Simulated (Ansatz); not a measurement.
BN (CsCl type, Pm-3m) under volume change, the program Ansatz at the PBE level (PAW), scaled uniformly.

```csv
V (Å³/atom),E − E(relaxed) (meV/atom),P (GPa)
5.677,45.6,28.23
5.864,19.2,17.26
6.051,4.6,8.01
6.238,0.0,0.02
6.425,4.1,-6.79
6.612,15.4,-12.37
6.799,32.6,-16.95
```

Question: What does a third-order Birch–Murnaghan fit give for V₀, B₀ and B′?

Answer: V₀ = 6.24 Å³/atom, B₀ = 241 GPa, B′ = 4.6.

A made-up cell: these elements were put on the sites of a structure type; neither database checked (COD, Materials Project) lists it. It is not the phase usual at ambient conditions (space group No. 186, 194, 216). Symmetry was held in the PBE relaxation; whether a distortion lowers the energy is not shown.

Potentials: the later of the program's two PAW sets.
